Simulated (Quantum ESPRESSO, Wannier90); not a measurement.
## Wannier functions of KHgF3 (Cmmm)

```
CELL_PARAMETERS angstrom
      3.20196    -3.20810     0.00000
      3.20196     3.20810     0.00000
      0.00000     0.00000     4.52439
ATOMIC_POSITIONS crystal
  K  0.00000 0.00000 0.50000
  Hg 0.50000 0.50000 0.00000
  F  0.00000 0.50000 0.00000
  F  0.50000 0.00000 0.00000
  F  0.50000 0.50000 0.50000
```

Structure: Materials Project mp-7483, symmetrised, not relaxed again. COD (Crystallography Open Database) has an entry of this formula and space group (matched by these alone). The atoms lie within 0.1 Å of the higher space group Pm-3m. Method: LDA plane waves in Quantum ESPRESSO 7.5 (PseudoDojo norm-conserving files, 68 Ry, no spin polarisation, no spin-orbit coupling), Bloch states on a 6×6×6 mesh through Γ, Wannier90 4.0.1. Density: 8×8×8 mesh, Gaussian smearing 0.01 Ry. Spin-orbit coupling is left out although heavy elements are present.

The plane-wave run has 42 bands and 50 electrons a cell. On the energy scale of pw.x, whose zero is arbitrary, the valence-band maximum lies at 4.10 eV.

Isolated groups of bands, relative to the valence-band maximum (bands from 26 on overlap up to the last one computed):

| bands | from (eV) | to (eV) | filling | weight on atomic waves |
|---|---|---|---|---|
| 1 | -112.75 | -112.75 | filled | Hg 5s 100 % |
| 2–4 | -60.99 | -60.99 | filled | Hg 5p 100 % |
| 5 | -28.16 | -28.15 | filled | K 3s 99 % |
| 6–8 | -21.26 | -20.98 | filled | F 2s 96 % |
| 9–11 | -11.86 | -11.79 | filled | K 3p 100 % |
| 12–25 | -6.53 | 0.00 | filled | F 2p 61 %, Hg 5d 35 % |

Input w.win, without the blocks of cell, atoms and k-points (216 lines):

```
num_bands = 42
num_wann = 22
num_iter = 400
conv_tol = 1.0e-6
conv_window = 4
dis_num_iter = 600
dis_conv_tol = 1.0e-6
dis_froz_max = 5.91
write_hr = true
write_u_matrices = true
begin projections
K: s
Hg: s;p;d
F: s;p
end projections
mp_grid = 6 6 6
```

### Question
This input has a fault. Which, and what does the program do?

### Answer
wannier90.x stops with:
```
dis_windows: More states in the frozen window than target WFs
```
At some k-point more bands lie below dis_froz_max than there are Wannier functions, and every frozen state has to fit into the subspace. Here the deep bands below band 6 or between the kept ones were not excluded and fill the window; only bands 6-8,12-42 belong to the model. Mended as below, all else unchanged, the run goes through (Ω_I = 17.7 Å²) and follows the plane-wave bands to 0.4 meV rms (states up to 1.3 eV relative to the valence-band maximum).
```
num_bands = 34
exclude_bands = 1-5,9-11
```
